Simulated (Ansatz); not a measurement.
Y (hcp, Mg type)

```xyz
2
Lattice="3.6557 0.0000 0.0000 -1.8278 3.1659 0.0000 0.0000 0.0000 5.6788" Properties=species:S:1:pos:R:3 pbc="T T T"
Y      0.0000     2.1106     4.2591
Y      1.8278     1.0553     1.4197
```

This relaxed cell (volume V₀) is scaled evenly in all directions, its shape held. Symmetry pins the atoms to their sites.

The numbers are results of PBE (plane waves to 420 eV, PAW, scalar-relativistic; Ansatz, a quantum-chemistry and plane-wave program), not measurements. k mesh 15×15×8 (Γ-centred), Fermi-Dirac smearing 0.05 eV. E stands for the smeared free energy. Compression counts positive. With the shape held, the modulus is that of even scaling; a crystal free to change shape is softer. The PAW data are Ansatz's earlier set. Y is run without spin polarisation. Y was relaxed with its symmetry unable to fall. ΔE is measured from the relaxed starting cell. The last digit holds for this mesh only.

```json
[
 {"V (Å³/atom)": "27.604", "ΔE (meV/atom)": "withheld"},
 {"V (Å³/atom)": "28.919", "ΔE (meV/atom)": "71.1"},
 {"V (Å³/atom)": "30.233", "ΔE (meV/atom)": "29.9"},
 {"V (Å³/atom)": "31.547", "ΔE (meV/atom)": "7.1"},
 {"V (Å³/atom)": "32.862", "ΔE (meV/atom)": "0.0"},
 {"V (Å³/atom)": "34.176", "ΔE (meV/atom)": "6.3"},
 {"V (Å³/atom)": "35.491", "ΔE (meV/atom)": "24.0"},
 {"V (Å³/atom)": "36.805", "ΔE (meV/atom)": "51.3"},
 {"V (Å³/atom)": "38.120", "ΔE (meV/atom)": "86.8"}
]
```

Q: Fit a third-order Birch-Murnaghan form (E₀, V₀, B₀, B₀′ free) to the given rows and predict ΔE at V = 27.604.

A: Least squares on the 8 given rows: ΔE = E₀ + (9V₀B₀/16)·y²·[2 + (B₀′ − 4)y], y = (V₀/V)^(2/3) − 1, with V₀ = 32.864 Å³/atom, B₀ = 40.60 GPa (160.2 GPa = 1 eV/Å³; the term in eV is multiplied by 1000), B₀′ = 3.05, E₀ = 0.03 meV/atom; root-mean-square residual 0.03 meV/atom. At 27.604 the fit gives 134.1 meV/atom; the calculation gives 133.8 meV/atom, so the extrapolation is off by 0.3 (+0.2 %). For the pressure the fit gives 9.2 GPa against the computed 9.1 GPa.

(Under strain, the slope of the energy per volume gives the stress and its curvature an elastic modulus.)
